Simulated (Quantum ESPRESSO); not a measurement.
# W3MoSe5S3: finding a planted mistake in a log

Simulated, not a measurement. The program is pw.x of Quantum ESPRESSO 7.5 (plane-wave density functional theory). The cell is made up: 12 atoms on a layered 2H lattice, with randomly drawn elements, strain and displacements, not relaxed. PseudoDojo standard norm-conserving files (v0.5 for PBE, v0.4.1 for LDA and PBEsol) set the functional; there is no spin polarisation, spin-orbit coupling or dispersion term, and the masses in the input are unused placeholders.

Intended input:

```
&control calculation='scf', pseudo_dir='./dojo.nc.sr.pbe.v0_5.standard.upf', outdir='./o', disk_io='low', tprnfor=.true., tstress=.true. /
&system ibrav=0, nat=12, ntyp=4, nbnd=83, ecutwfc=85.99341389, nosym=.true., tot_charge=0,
 occupations='smearing', smearing='fd', degauss=0.0018374661
/
&electrons conv_thr=7.350e-09, electron_maxstep=60, /
ATOMIC_SPECIES
Mo 1.0 Mo.upf
S 1.0 S.upf
Se 1.0 Se.upf
W 1.0 W.upf
CELL_PARAMETERS angstrom
3.3029 0.0 0.0
0.0 5.7208 0.0
0.0 0.0 13.1788
ATOMIC_POSITIONS angstrom
W -0.0009 1.9392 3.3393
Mo 1.6847 0.9775 9.895
W 1.6362 4.7813 3.2771
W 0.017 3.7448 9.8987
Se -0.0275 1.8966 8.2572
S 0.0136 1.9523 11.534
Se 1.6421 0.9649 1.5947
S 1.6051 0.8822 5.0128
Se 1.7279 4.7745 8.2549
S 1.651 4.81 11.5448
Se -0.0455 3.8251 1.6278
Se -0.0548 3.8263 4.9635
K_POINTS automatic
7 4 2 1 1 1
```

The log is shortened where brackets say so; the opening notice, blank lines, dates and the lines on written files are dropped, and the path of the files is cut. It prints rydbergs, bohrs and kilobars, and counts compression as positive stress. Where no state is partly filled, the Fermi energy that it prints is only some level between the filled and the empty states on the mesh, and need not lie in the true gap.

Log of the intended run:

```
     Program PWSCF v.7.5
     Parallel version (MPI & OpenMP), running on       4 processor cores
     Number of MPI processes:                 4
     Threads/MPI process:                     1
     [start-up lines left out]
     bravais-lattice index     =            0
     lattice parameter (alat)  =       6.2416  a.u.
     unit-cell volume          =    1680.4464 (a.u.)^3
     number of atoms/cell      =           12
     number of atomic types    =            4
     number of electrons       =       154.00
     number of Kohn-Sham states=           83
     kinetic-energy cutoff     =      85.9934  Ry
     charge density cutoff     =     343.9737  Ry
     scf convergence threshold =      7.3E-09
     mixing beta               =       0.7000
     number of iterations used =            8  plain     mixing
     Exchange-correlation= PBE
                           (   1   4   3   4   0   0   0)
     [axes and pseudopotential details left out]
   Cartesian axes
     site n.     atom                  positions (alat units)
         1        W      tau(   1) = (  -0.0002725   0.5871204   1.0110206  )
         2        Mo     tau(   2) = (   0.5100669   0.2959520   2.9958521  )
         3        W      tau(   3) = (   0.4953828   1.4476066   0.9921887  )
         4        W      tau(   4) = (   0.0051470   1.1337915   2.9969724  )
         5        Se     tau(   5) = (  -0.0083260   0.5742227   2.4999849  )
         6        S      tau(   6) = (   0.0041176   0.5910866   3.4920827  )
         7        Se     tau(   7) = (   0.4971692   0.2921372   0.4828181  )
         8        S      tau(   8) = (   0.4859669   0.2670986   1.5176966  )
         9        Se     tau(   9) = (   0.5231463   1.4455479   2.4992885  )
        10        S      tau(  10) = (   0.4998638   1.4562960   3.4953526  )
        11        Se     tau(  11) = (  -0.0137758   1.1581035   0.4928396  )
        12        Se     tau(  12) = (  -0.0165915   1.1584668   1.5027703  )
     number of k points=    28  Fermi-Dirac smearing, width (Ry)=  0.0018
                       cart. coord. in units 2pi/alat
        k(    1) = (   0.0714286   0.0721687   0.0626556), wk =   0.0714286
        k(    2) = (   0.0714286   0.0721687  -0.0626556), wk =   0.0714286
     [further k points left out]
     Dense  grid:   181073 G-vectors     FFT dimensions: (  40,  64, 150)
     Estimated max dynamical RAM per process >     567.11 MB
     Estimated total dynamical RAM >       2.09 GB
     Initial potential from superposition of free atoms
     starting charge     153.9966, renormalised to     154.0000
     Starting wfcs are   97 randomized atomic wfcs
     total cpu time spent up to now is        9.3 secs
     per-process dynamical memory:   407.7 Mb
     Self-consistent Calculation
     iteration #  1     ecut=    85.99 Ry     beta= 0.70
     Davidson diagonalization with overlap
     ethr =  1.00E-02,  avg # of iterations =  2.0
     Threshold (ethr) on eigenvalues was too large:
     Diagonalizing with lowered threshold
     Davidson diagonalization with overlap
     ethr =  5.23E-04,  avg # of iterations =  2.1
     total cpu time spent up to now is       48.3 secs
     total energy              =   -1874.12932707 Ry
     estimated scf accuracy    <       0.83253164 Ry
     iteration #  2     ecut=    85.99 Ry     beta= 0.70
     Davidson diagonalization with overlap
     ethr =  5.41E-04,  avg # of iterations =  9.3
     total cpu time spent up to now is       79.9 secs
     total energy              =   -1872.51067287 Ry
     estimated scf accuracy    <      22.11898171 Ry
     [iterations 3 to 19 left out]
     iteration # 20     ecut=    85.99 Ry     beta= 0.70
     Davidson diagonalization with overlap
     ethr =  2.64E-11,  avg # of iterations =  2.8
     total cpu time spent up to now is      491.0 secs
     total energy              =   -1874.59248535 Ry
     estimated scf accuracy    <          8.0E-09 Ry
     iteration # 21     ecut=    85.99 Ry     beta= 0.70
     Davidson diagonalization with overlap
     ethr =  5.18E-12,  avg # of iterations =  5.4
     total cpu time spent up to now is      512.2 secs
     End of self-consistent calculation
     [lines on levels left out]
     the Fermi energy is    11.8613 ev
!    total energy              =   -1874.59248535 Ry
     estimated scf accuracy    <          2.7E-09 Ry
     smearing contrib. (-TS)   =      -0.00000000 Ry
     internal energy E=F+TS    =   -1874.59248535 Ry
     The total energy is F=E-TS. E is the sum of the following terms:
     one-electron contribution =   -1101.33915407 Ry
     hartree contribution      =     597.29675659 Ry
     xc contribution           =    -380.86747437 Ry
     ewald contribution        =    -989.68261350 Ry
     convergence has been achieved in  21 iterations
     Forces acting on atoms (cartesian axes, Ry/au):
     atom    1 type  4   force =    -0.01537810   -0.06708108    0.02052143
     atom    2 type  1   force =    -0.02610758   -0.00763497    0.09111074
     atom    3 type  4   force =    -0.02286454    0.02708378    0.04178427
     atom    4 type  4   force =     0.01429032    0.06085306    0.08841508
     atom    5 type  3   force =     0.02375605   -0.00520391   -0.03832633
     atom    6 type  2   force =     0.00322235   -0.01645719   -0.05570516
     atom    7 type  3   force =     0.00216044    0.01469149    0.02665581
     atom    8 type  2   force =     0.00997844    0.02763417   -0.09087260
     atom    9 type  3   force =    -0.02126391   -0.01007632   -0.00916709
     atom   10 type  2   force =     0.00545146   -0.02139751   -0.07528738
     atom   11 type  3   force =     0.01281081   -0.00816808   -0.01041691
     atom   12 type  3   force =     0.01394426    0.00575658    0.01128815
     Total force =     0.227837     Total SCF correction =     0.000371
     Computing stress (Cartesian axis) and pressure
          total   stress  (Ry/bohr**3)                   (kbar)     P=      -32.81
  -0.00023785  -0.00001213   0.00002636          -34.99       -1.78        3.88
  -0.00001213  -0.00018601   0.00000621           -1.78      -27.36        0.91
   0.00002636   0.00000621  -0.00024526            3.88        0.91      -36.08
     init_run     :      8.55s CPU      8.87s WALL (       1 calls)
     electrons    :    495.18s CPU    502.94s WALL (       1 calls)
     forces       :      4.03s CPU      4.08s WALL (       1 calls)
     stress       :     13.63s CPU     13.91s WALL (       1 calls)
     [timing details left out]
     PWSCF        :   8m41.90s CPU   8m50.43s WALL
     JOB DONE.
```

A second run was made from an input with one planted mistake. Its log:

```
     Program PWSCF v.7.5
     Parallel version (MPI & OpenMP), running on       4 processor cores
     Number of MPI processes:                 4
     Threads/MPI process:                     1
     [start-up lines left out]
     bravais-lattice index     =            0
     lattice parameter (alat)  =       6.2416  a.u.
     unit-cell volume          =    1680.4464 (a.u.)^3
     number of atoms/cell      =           12
     number of atomic types    =            4
     number of electrons       =       154.00
     number of Kohn-Sham states=           83
     kinetic-energy cutoff     =      85.9934  Ry
     charge density cutoff     =     343.9737  Ry
     scf convergence threshold =      7.3E-09
     mixing beta               =       0.7000
     number of iterations used =            8  plain     mixing
     Exchange-correlation= PBESOL
                           (   1   4  10   8   0   0   0)
     [axes and pseudopotential details left out]
   Cartesian axes
     site n.     atom                  positions (alat units)
         1        W      tau(   1) = (  -0.0002725   0.5871204   1.0110206  )
         2        Mo     tau(   2) = (   0.5100669   0.2959520   2.9958521  )
         3        W      tau(   3) = (   0.4953828   1.4476066   0.9921887  )
         4        W      tau(   4) = (   0.0051470   1.1337915   2.9969724  )
         5        Se     tau(   5) = (  -0.0083260   0.5742227   2.4999849  )
         6        S      tau(   6) = (   0.0041176   0.5910866   3.4920827  )
         7        Se     tau(   7) = (   0.4971692   0.2921372   0.4828181  )
         8        S      tau(   8) = (   0.4859669   0.2670986   1.5176966  )
         9        Se     tau(   9) = (   0.5231463   1.4455479   2.4992885  )
        10        S      tau(  10) = (   0.4998638   1.4562960   3.4953526  )
        11        Se     tau(  11) = (  -0.0137758   1.1581035   0.4928396  )
        12        Se     tau(  12) = (  -0.0165915   1.1584668   1.5027703  )
     number of k points=    28  Fermi-Dirac smearing, width (Ry)=  0.0018
                       cart. coord. in units 2pi/alat
        k(    1) = (   0.0714286   0.0721687   0.0626556), wk =   0.0714286
        k(    2) = (   0.0714286   0.0721687  -0.0626556), wk =   0.0714286
     [further k points left out]
     Dense  grid:   181073 G-vectors     FFT dimensions: (  40,  64, 150)
     Estimated max dynamical RAM per process >     567.11 MB
     Estimated total dynamical RAM >       2.09 GB
     Initial potential from superposition of free atoms
     starting charge     153.9969, renormalised to     154.0000
     Starting wfcs are   97 randomized atomic wfcs
     total cpu time spent up to now is        9.0 secs
     per-process dynamical memory:   407.9 Mb
     Self-consistent Calculation
     iteration #  1     ecut=    85.99 Ry     beta= 0.70
     Davidson diagonalization with overlap
     ethr =  1.00E-02,  avg # of iterations =  2.0
     Threshold (ethr) on eigenvalues was too large:
     Diagonalizing with lowered threshold
     Davidson diagonalization with overlap
     ethr =  5.00E-04,  avg # of iterations =  2.1
     total cpu time spent up to now is       47.5 secs
     total energy              =   -1872.85746124 Ry
     estimated scf accuracy    <       0.79912164 Ry
     iteration #  2     ecut=    85.99 Ry     beta= 0.70
     Davidson diagonalization with overlap
     ethr =  5.19E-04,  avg # of iterations =  9.3
     total cpu time spent up to now is       78.8 secs
     total energy              =   -1871.25512198 Ry
     estimated scf accuracy    <      21.93767952 Ry
     [iterations 3 to 18 left out]
     iteration # 19     ecut=    85.99 Ry     beta= 0.70
     Davidson diagonalization with overlap
     ethr =  5.24E-11,  avg # of iterations =  5.4
     total cpu time spent up to now is      500.0 secs
     total energy              =   -1873.30149086 Ry
     estimated scf accuracy    <       0.00000002 Ry
     iteration # 20     ecut=    85.99 Ry     beta= 0.70
     Davidson diagonalization with overlap
     ethr =  1.17E-11,  avg # of iterations =  2.8
     total cpu time spent up to now is      519.2 secs
     End of self-consistent calculation
     [lines on levels left out]
     the Fermi energy is    11.7309 ev
!    total energy              =   -1873.30149086 Ry
     estimated scf accuracy    <          3.4E-09 Ry
     smearing contrib. (-TS)   =      -0.00000000 Ry
     internal energy E=F+TS    =   -1873.30149086 Ry
     The total energy is F=E-TS. E is the sum of the following terms:
     one-electron contribution =   -1102.91194568 Ry
     hartree contribution      =     596.95569733 Ry
     xc contribution           =    -377.66262901 Ry
     ewald contribution        =    -989.68261350 Ry
     convergence has been achieved in  20 iterations
     Forces acting on atoms (cartesian axes, Ry/au):
     atom    1 type  4   force =    -0.01523308   -0.06521851    0.01939998
     atom    2 type  1   force =    -0.02550995   -0.00708115    0.08834362
     atom    3 type  4   force =    -0.02230029    0.02602317    0.04077811
     atom    4 type  4   force =     0.01376478    0.05935278    0.08548934
     atom    5 type  3   force =     0.02320047   -0.00473749   -0.02529891
     atom    6 type  2   force =     0.00316668   -0.01589314   -0.06588872
     atom    7 type  3   force =     0.00214209    0.01414285    0.03830429
     atom    8 type  2   force =     0.00981870    0.02686348   -0.10031770
     atom    9 type  3   force =    -0.02064650   -0.01022668    0.00263968
     atom   10 type  2   force =     0.00539668   -0.02131578   -0.08452857
     atom   11 type  3   force =     0.01253421   -0.00773017    0.00240843
     atom   12 type  3   force =     0.01366622    0.00582064   -0.00132955
     Total force =     0.232798     Total SCF correction =     0.000425
     Computing stress (Cartesian axis) and pressure
          total   stress  (Ry/bohr**3)                   (kbar)     P=      -77.30
  -0.00054336  -0.00001081   0.00002582          -79.93       -1.59        3.80
  -0.00001081  -0.00049776   0.00000572           -1.59      -73.22        0.84
   0.00002582   0.00000572  -0.00053530            3.80        0.84      -78.75
     init_run     :      8.44s CPU      8.75s WALL (       1 calls)
     electrons    :    502.87s CPU    510.29s WALL (       1 calls)
     forces       :      4.07s CPU      4.13s WALL (       1 calls)
     stress       :     13.55s CPU     13.86s WALL (       1 calls)
     [timing details left out]
     PWSCF        :   8m49.25s CPU   8m57.47s WALL
     JOB DONE.
```

Question: what was wrong in the second input?

Answer: the files are those of another functional. The input lines that differ, file-writing options aside:

```
- &control calculation='scf', pseudo_dir='./dojo.nc.sr.pbe.v0_5.standard.upf', outdir='./o', disk_io='low', tprnfor=.true., tstress=.true. /
+ &control calculation='scf', pseudo_dir='./dojo.nc.sr.pbesol.v0_4_1.standard.upf', outdir='./o', disk_io='low', tprnfor=.true., tstress=.true. /
```

|  | intended run | run with the mistake |
| --- | --- | --- |
| free energy (eV) | -25505.130 | -25487.565 |
| smearing term -TS (eV) | 0.0000 | 0.0000 |
| pressure (GPa) | -3.28 | -7.73 |
| largest force component (eV/Å) | 2.343 | 2.579 |
| largest change of a force component (eV/Å) |  | 0.335 |
| iterations | 21 | 20 |

For scale, a rerun of the intended cell at a cutoff of 1467 eV and k mesh 9 x 6 x 4 moved values by no more than 0.004 eV in energy, 0.02 GPa in stress and 0.003 eV/Å in force. Files of another functional have another zero of energy, so the energy change says nothing on stability.